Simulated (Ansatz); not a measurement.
BaTe:
```cif
data_Ba4Te4
_chemical_formula_sum 'Ba4 Te4'
_space_group_name_H-M_alt 'Fm-3m'
_space_group_IT_number 225
_space_group_name_Hall '-F 4 2 3'
_cell_length_a 7.06451
_cell_length_b 7.06451
_cell_length_c 7.06451
_cell_angle_alpha 90.000
_cell_angle_beta 90.000
_cell_angle_gamma 90.000
loop_
_atom_site_label
_atom_site_type_symbol
_atom_site_symmetry_multiplicity
_atom_site_Wyckoff_symbol
_atom_site_fract_x
_atom_site_fract_y
_atom_site_fract_z
_atom_site_occupancy
Ba1 Ba 4 a 0.00000 0.00000 0.00000 1
Te1 Te 4 b 0.50000 0.50000 0.50000 1
```
(The calculation used a cell of 2 atoms; values per cell refer to that cell.)

Relaxed with PBE. Plane-wave PAW PBE (Ansatz code) gives a gap of 1.66 eV.

**Question.** What gap does HSE06 give on the same cell (Ansatz, PAW)?

**Answer.** 2.35 eV, 0.69 eV more. The hybrid was solved on a coarser mesh and at special points; its gap is the smallest among all of these.

```tsv
k	v1 PBE	c1 PBE	v1 HSE06	c1 HSE06
Γ	0.00	2.87	[?]	[?]
X	-0.35	1.66	-0.41	2.35
L	-1.01	4.11	[?]	[?]
W	-0.87	3.52	[?]	[?]
K	-0.70	2.64	[?]	[?]
```

**Question.** Top valence (v1) and lowest conduction level (c1) in eV from each method's valence maximum (which need not be a listed point): supply the withheld HSE06 values.

**Answer.** 
- K, v1 HSE06: -0.76
- K, c1 HSE06: 3.40
- W, v1 HSE06: -0.97
- W, c1 HSE06: 4.36
- Γ, v1 HSE06: 0.00
- Γ, c1 HSE06: 3.66
- L, v1 HSE06: -1.08
- L, c1 HSE06: 4.86

Cost on shared cores: the PBE run (SCF on a 7×7×7 mesh, then bands and DOS) about 26 core-seconds (a rough figure), the HSE06 run (SCF on 5×5×5, then a few points) very roughly 3 core-minutes; the tasks are unlike.

Symmetry was held in the PBE relaxation; of distortions, only those at the zone centre were tested. Spin–orbit coupling is left out wherever it is not named.

Potentials: the later of the program's two PAW sets.
